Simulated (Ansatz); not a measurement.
Ta$_{3}$Ru:
```xyz
4
Lattice="0.0000 3.2145 3.2145 3.2145 0.0000 3.2145 3.2145 3.2145 0.0000" Properties=species:S:1:pos:R:3 pbc="T T T"
Ta     1.6073     1.6073     1.6073
Ta     4.8218     4.8218     4.8218
Ta     3.2145     3.2145     3.2145
Ru     0.0000     0.0000     0.0000
```

Relaxed with r²SCAN.

**Question.** Map the electron localisation function on the plane through (0.250, 0.250, 0.250) spanned by u = [1, 0, 0] and v = [-1, 1, 1] in lattice vectors, from the program Ansatz at the r²SCAN level (PAW).

**Answer.** x is the fraction of u, y of v (the angle between them is 90°; rows are the nearest grid lines); atoms in the plane: Ta at (0.00, 0.00), Ta at (0.00, 0.50), Ta at (0.50, 0.25), Ru at (0.50, 0.75).
```
| .#@#-:=+*++++*+=:-#@#. |
|.-%@#-:=+++==+++=:-#@%-.|
|@@@*-:-=-::::::-=-:-*@@@|
|**+-:----==++==----:-+**|
|..:-==-=#@@%%@@#=-==-:..|
|--=++=-=#@#==#@#=-=++=--|
|=++*+=-+%@*::*@%+-=+*++=|
|..:-==-=#@@%%@@#=-==-:..|
|::.::=--+#%%%%#+--=::.::|
|@@@*-:-=-::::::-=-:-*@@@|
|#%@@+::==--::--==::+@@%#|
|.-%@#-:=+++==+++=:-#@%-.|
|.-%@#-:=+==--==+=:-#@%-.|
|#%@@+:-==:....:==-:+@@%#|
|@@@*-:-=-:....:-=-:-*@@@|
|::.:-=--*%@@@@%*--=-:.::|
|..:-==-=%@@##@@%=-==-:..|
|=++*+-:*@@=  =@@*:-+*++=|
|--=++-:+@@*::*@@+:-++=--|
|..:-==-=%@@##@@%=-==-:..|
|**+-:-=--=+**+=--=-:-+**|
|@@@*-:-=-:....:-=-:-*@@@|
|.-%@#-:=+==--==+=:-#@%-.|
| .#@#-:=+*++++*+=:-#@#. |
```
Scale: ten equal steps from 0.020 (start of ' ') to 0.751 (end of '@'), in the order ' .:-=+*#%@'; x runs from 0.000 to 1.00, y from 0.000 (bottom) to 1.00 (top).

The density is the valence pseudo-density with augmentation charge, so density and ELF within about 1 Å of a nucleus are not all-electron values.

Space group Fm-3m. The first step of the workflow began from a Materials Project structure, measured or hypothetical; the Crystallography Open Database copy checked does not list it. With Ta and Ru taken as one species the cell has the higher symmetry Im-3m, so it may be an ordered model of a mixed-site phase. Its standing as an ambient phase is unchecked. The r²SCAN relaxation kept the symmetry of its start; its stability against distortions is not shown here. The run is not spin-polarised. Scalar-relativistic: spin–orbit coupling is off unless named, which matters more the heavier the elements.

Potentials: the later of the program's two PAW sets.
